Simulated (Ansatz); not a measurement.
A relaxation computed with Ansatz, from input to last step.

```yaml
crystal:
  lattice:
    - [5.13, 0.0, 0.0]
    - [-2.565, 4.4427103214, 0.0]
    - [0.0, 0.0, 4.74]
  atoms:
    - { symbol: Ti, position: [0.333, 0.0, 0.25] }
    - { symbol: Ti, position: [0.0, 0.333, 0.25] }
    - { symbol: Ti, position: [0.667, 0.667, 0.25] }
    - { symbol: Ti, position: [0.0, 0.667, 0.75] }
    - { symbol: Ti, position: [0.667, 0.0, 0.75] }
    - { symbol: Ti, position: [0.333, 0.333, 0.75] }
    - { symbol: O, position: [0.0, 0.0, 0.0] }
basis:
  ecutwfc: 420
kpoints:
  mp_grid: { grid: [12, 12, 8] }
hamiltonian:
  xc: pbesol
scf:
  occupations: { method: gaussian, width: 0.1 }
output:
  forces: true
  stress: true
  eigenvalues: true
  write_density: true
  write_potential: true
  elf: true
  volumetric_format: npy
relax:
  adjacent_minimum: "off"
  f_tol: 0.01
  max_steps: 40
```

```bash
ansatz run input.yaml --threads 2 --pin off --max-ram 5120MiB --backend cpu --events-out ev --progress --plain --runs-dir out
```

These are results of Ansatz, DFT PBEsol, scalar-relativistic, plane waves, PAW, not measurements.

Of 5 frames 5 are shown, positions in Å and forces in eV/Å; the SCF threshold varies from step to step.

```xyz
7
Lattice="5.1300 0.0000 0.0000 -2.5650 4.4427 0.0000 0.0000 0.0000 4.7400" Properties=species:S:1:pos:R:3:forces:R:3 pbc="T T T" step=1 free_energy_over_end_meV_per_atom=8.88
Ti    1.7083    0.0000    1.1850   -0.1880    0.0000    0.3863
Ti   -0.8541    1.4794    1.1850    0.0940   -0.1628    0.3863
Ti    1.7109    2.9633    1.1850    0.0940    0.1628    0.3863
Ti   -1.7109    2.9633    3.5550   -0.0940    0.1628   -0.3863
Ti    3.4217    0.0000    3.5550    0.1880    0.0000   -0.3863
Ti    0.8541    1.4794    3.5550   -0.0940   -0.1628   -0.3863
O     0.0000    0.0000    0.0000    0.0000    0.0000    0.0000
7
Lattice="5.1300 0.0000 0.0000 -2.5650 4.4427 0.0000 0.0000 0.0000 4.7400" Properties=species:S:1:pos:R:3:forces:R:3 pbc="T T T" step=2 free_energy_over_end_meV_per_atom=3.84
Ti    1.6710    0.0000    1.2413    0.3675    0.0000   -0.1020
Ti   -0.8355    1.4471    1.2413   -0.1837    0.3183   -0.1020
Ti    1.7295    2.9956    1.2413   -0.1837   -0.3183   -0.1020
Ti   -1.7295    2.9956    3.4987    0.1837   -0.3183    0.1020
Ti    3.4590    0.0000    3.4987   -0.3675    0.0000    0.1020
Ti    0.8355    1.4471    3.4987    0.1837    0.3183    0.1020
O     0.0000    0.0000    0.0000    0.0000    0.0000    0.0000
7
Lattice="5.1300 0.0000 0.0000 -2.5650 4.4427 0.0000 0.0000 0.0000 4.7400" Properties=species:S:1:pos:R:3:forces:R:3 pbc="T T T" step=3 free_energy_over_end_meV_per_atom=0.01
Ti    1.6915    0.0000    1.2272    0.0118    0.0000    0.0142
Ti   -0.8458    1.4649    1.2272   -0.0059    0.0102    0.0142
Ti    1.7192    2.9778    1.2272   -0.0059   -0.0102    0.0142
Ti   -1.7192    2.9778    3.5128    0.0059   -0.0102   -0.0142
Ti    3.4385    0.0000    3.5128   -0.0118    0.0000   -0.0142
Ti    0.8458    1.4649    3.5128    0.0059    0.0102   -0.0142
O     0.0000    0.0000    0.0000    0.0000    0.0000    0.0000
7
Lattice="5.1300 0.0000 0.0000 -2.5650 4.4427 0.0000 0.0000 0.0000 4.7400" Properties=species:S:1:pos:R:3:forces:R:3 pbc="T T T" step=4 free_energy_over_end_meV_per_atom=0.01
Ti    1.6915    0.0000    1.2272    0.0114    0.0000    0.0143
Ti   -0.8458    1.4649    1.2272   -0.0057    0.0099    0.0143
Ti    1.7192    2.9778    1.2272   -0.0057   -0.0099    0.0143
Ti   -1.7192    2.9778    3.5128    0.0057   -0.0099   -0.0143
Ti    3.4385    0.0000    3.5128   -0.0114    0.0000   -0.0143
Ti    0.8458    1.4649    3.5128    0.0057    0.0099   -0.0143
O     0.0000    0.0000    0.0000    0.0000    0.0000    0.0000
7
Lattice="5.1300 0.0000 0.0000 -2.5650 4.4427 0.0000 0.0000 0.0000 4.7400" Properties=species:S:1:pos:R:3:forces:R:3 pbc="T T T" step=5 free_energy_over_end_meV_per_atom=0.00
Ti    1.6919    0.0000    1.2280    0.0025    0.0000    0.0039
Ti   -0.8459    1.4652    1.2280   -0.0013    0.0022    0.0039
Ti    1.7191    2.9775    1.2280   -0.0013   -0.0022    0.0039
Ti   -1.7191    2.9775    3.5120    0.0013   -0.0022   -0.0039
Ti    3.4381    0.0000    3.5120   -0.0025    0.0000   -0.0039
Ti    0.8459    1.4652    3.5120    0.0013    0.0022   -0.0039
O     0.0000    0.0000    0.0000    0.0000    0.0000    0.0000
```

Time: 3.6 min on 2 threads of Intel(R) Xeon(R) Processor @ 2.50GHz (Skylake/Cascade Lake), on a shared host, peak memory 0.79 GiB.

Spin polarisation was left out, and a magnetic state may lie lower.